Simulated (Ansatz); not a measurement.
The relaxed structure here is a generated cell of Ni: the first start was made by a random draw of sites in a space group, and the end was not matched to a known phase here, so it may be hypothetical. Known forms of Ni include space group No. 225.

One starting cell of Ni (a randomly generated symmetric cell of Ni (space group No. 221)) was relaxed twice with Ansatz (plane waves, PAW, scalar-relativistic): with r2SCAN at 500 eV and with PBE at 420 eV. The r2SCAN result:

```
Ni
1.0
    3.35616     0.00000     0.00000
    0.00000     3.35616     0.00000
    0.00000     0.00000     3.35616
Ni
3
Direct
  0.00000   0.50000   0.50000
  0.50000   0.00000   0.50000
  0.50000   0.50000   0.00000
```

| quantity | r2SCAN | PBE |
|---|---|---|
| space group | Pm-3m | Pm-3m |
| volume (Å³/atom) | 12.60 | 13.09 |
| a (Å) | 3.356 | 3.399 |
| gap (eV, no spin-orbit coupling) | 0.00 | 0.00 |
| spin order | ferromagnetic | ferromagnetic |
| net moment (μB/atom) | 0.81 | 0.77 |

Both levels end in the same structure; PBE's volume is 3.9 % larger. Neither column is exact.

Spin states reached: ferromagnetic; spin orders were not searched systematically. r2SCAN tends to overstate moments in metals.

The run could not lose the symmetry of its start: the end is stationary, and may be a saddle point rather than a minimum.

All atoms sit on sites fixed by symmetry, so only the cell could relax.

Ansatz is a quantum-chemistry and plane-wave program.
